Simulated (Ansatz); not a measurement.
# P5N2: reading a single point

```xyz
14
Lattice="8.6048 0.0000 0.0000 0.0000 8.6048 0.0000 0.0000 0.0000 2.5839" Properties=species:S:1:pos:R:3 pbc="T T T"
N     2.7510    7.0533    1.2920
N     1.5514    2.7510    1.2920
N     5.8538    1.5514    1.2920
N     7.0533    5.8538    1.2920
P     2.5271    4.8213    0.0000
P     3.7835    2.5271    0.0000
P     6.0777    3.7835    0.0000
P     4.8213    6.0777    0.0000
P     6.8294    8.0859    0.0000
P     8.0859    1.7753    0.0000
P     1.7753    0.5189    0.0000
P     0.5189    6.8294    0.0000
P     4.3024    0.0000    0.0000
P     0.0000    4.3024    0.0000
```

Method: LDA, no spin polarisation; PAW, plane waves to 420 eV, 4×4×13 Γ-centred mesh, fermi-dirac occupations (width 0.0157 eV) (Ansatz 0.2.0), atoms fixed.

- Forces: The largest is on P7 (and as large on other atoms): 0.54 eV/Å, components (-0.54, 0.02, 0.00). It makes 166° with the line to a nearest neighbour, P14 at 2.58 Å, pointing away from it.
- Formation energy: 1.36 eV an atom against the elements' usual phases (free molecules for gases, crystals otherwise, with no correction for O₂ or N₂), so at this geometry it isn't bound against them. Relaxing would lower it.
- Charges: Bader charges in e: P +0.23 to +0.34, N -0.64. In the mean P gives up most and N takes most.
- Electronic structure: It is a metal, with about 9 states/eV a cell as the mean within 0.25 eV of the Fermi level, mostly P p (47 %) and N p (42 %).
- Stress: The pressure is -16.8 GPa (compression positive), so with the atoms held at these fractions the cell would first shrink. The principal stresses -17.6, -17.6, -15.4 GPa differ, so its shape would change too.

Origin: a known structure type with other elements, at an estimated volume, so it need not be a known compound. Caveats: many states at the Fermi level without spin polarisation, so a magnetic state may lie lower; atoms or cell far from equilibrium.
